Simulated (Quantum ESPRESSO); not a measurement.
One change at a time to InMo2Sc3W2

All numbers below are calculated, not measured. They come from Quantum ESPRESSO 7.5, a public plane-wave density functional program. Each row is one single-point run on a made-up periodic cell of eight metal atoms, with elements, volume, strain and displacements drawn at random and not relaxed, so a cell may be unstable or far from any real phase. There is no spin polarisation or spin-orbit coupling.

Settings: PBE unless stated; PseudoDojo standard norm-conserving files; Fermi-Dirac width 0.25 eV, which means electrons at about 2900 K; cutoff 1088 eV; 8 x 5 x 2 k mesh shifted half a step off Gamma. E is the free energy of the whole cell (internal energy minus TS), so a -TS column is already part of it. Stress is positive in tension, and the pressure P is minus a third of its trace.

Checks: one run of this series was repeated at a higher cutoff and on a denser mesh, which moved values by no more than 0.003 eV, 0.03 GPa and 0.003 eV/Å, and a second program with other atomic files agreed on it to 2 % rms in force and 0.5 GPa in pressure. Known limits: heavy elements are run without spin-orbit coupling, which real alloys of them have; a spin test at this wide smearing found no moment, but such smearing suppresses magnetism that the real alloy may have.

The lattice is face-centred cubic, and the cell vectors in Å are (0.000, -2.186, -2.186); (2.186, 4.371, -2.186); (8.742, -4.371, 4.371), a volume of 167.02 Å³ in run 1. The elements on sites 1 to 8 are Mo Mo Sc Sc Sc W W In. Each later run makes one change to run 1 and keeps the rest. E is counted from run 1, and is n/a where other atomic files have another zero of energy.

| run | change | V (Å³) | P (GPa) | -TS (eV) | rms force (eV/Å) | largest change of a force component (eV/Å) | E (eV) |
|---|---|---|---|---|---|---|---|
| 1 | none | 167.02 | -10.98 | -2.179 | 0.568 | 0.000 | 0.000 |
| 2 | sites 6 and 8 exchanged | 167.02 | -10.93 | -2.133 | 0.587 | 0.942 | 0.057 |
| 3 | all lengths scaled by +1.05 % | 172.33 | -13.39 | -2.252 | 0.537 | 0.092 | 0.404 |
| 4 | PBEsol in place of PBE | 167.02 | -15.10 | -2.185 | 0.560 | 0.112 | n/a |
| 5 | Ta on site 1 | 167.02 | -8.96 | -2.075 | 0.556 | 0.315 | n/a |
| 6 | site 3 moved by +0.17 Å along y | 167.02 | -10.97 | -2.177 | 0.527 | 0.754 | ? |

## Worked estimate

Along the move dE = -F dx. The force on site 3 along y is 0.641 eV/Å in run 1 and -0.113 eV/Å in run 6, and the move is +0.17 Å, so the mean force times the move gives an estimate.

## Withheld value

Question: what E should run 6 give?

The estimate is -0.045 eV. The calculation gave -0.045 eV.
